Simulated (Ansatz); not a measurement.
LiNbO3:
```yaml
crystal:
  lattice:
    - [2.56845, 1.48290, 4.62869]
    - [-2.56845, 1.48290, 4.62869]
    - [0.00000, -2.96579, 4.62869]
  atoms:
    - { symbol: Li, position: [0.71879, 0.71879, 0.71879] }
    - { symbol: Li, position: [0.21879, 0.21879, 0.21879] }
    - { symbol: Nb, position: [0.00073, 0.00073, 0.00073] }
    - { symbol: Nb, position: [0.50073, 0.50073, 0.50073] }
    - { symbol: O, position: [0.63888, 0.89314, 0.28136] }
    - { symbol: O, position: [0.89314, 0.28136, 0.63888] }
    - { symbol: O, position: [0.28136, 0.63888, 0.89314] }
    - { symbol: O, position: [0.13888, 0.78136, 0.39314] }
    - { symbol: O, position: [0.39314, 0.13888, 0.78136] }
    - { symbol: O, position: [0.78136, 0.39314, 0.13888] }
```

Relaxed with r²SCAN.

Problem. Map the electron localisation function on the plane through (0.719, 0.719, 0.719) spanned by u = [1, -1, 0] and v = [1, 1, 1] in lattice vectors, from the program Ansatz at the r²SCAN level (PAW).

Solution. x is the fraction of u, y of v (the angle between them is 90°; rows are the nearest grid lines); atoms in the plane: Li at (0.00, 0.00), Li at (0.00, 0.50), Nb at (0.00, 0.28), Nb at (0.00, 0.78), O at (0.37, 0.55), O at (0.63, 0.05).
```
|@@%        .-+######+:  #@@|
|    :+*##*+-.              |
|  .=*#%%%%%#+-.            |
|  .=#%#+=*#%#*-            |
|###+:.=*##*+:         :+###|
|.-*#*:       .=*###*-:=#*:.|
|###*-.      :+#%%####=:+###|
|            -*#%#**#%%*:   |
|         ..   .:=+*++-:.   |
|    :=*#%%%%#*=.           |
|   .+#%%#**#%#*=.          |
|@%. .*%%%###%#*=.       :%@|
|@%:   .:-==-:.  ..::.   :%@|
|            .-+#%%%%%#*-.  |
|            :+#%#*+*#%#+:  |
|::.         .=*#%%%%%#-..::|
|-+##+..:---.    .:.. .*%#+-|
|###+:=####%%#+:      .-*###|
|*+-:-##*=+#%%*-        .=+*|
|   -+##%%%%#*-.            |
|        .    :-+*++-.      |
|          .=*#%#**#%%#+.   |
|          :+#%#+:-*%%#=    |
|@@%        .-+######+:  #@@|
```
Scale: ten equal steps from 0.006 (start of ' ') to 0.998 (end of '@'), in the order ' .:-=+*#%@'; x runs from 0.000 to 1.00, y from 0.000 (bottom) to 1.00 (top).

The density is the valence pseudo-density with augmentation charge, so density and ELF within about 1 Å of a nucleus are not all-electron values.

Space group R3c. The r²SCAN relaxation kept the symmetry of its start. The run is not spin-polarised.

Potentials: the earlier of the program's two PAW sets. The files were generated under PBE; for other functionals the program regenerates the frozen cores, and for LDA and PBEsol the local potential too.
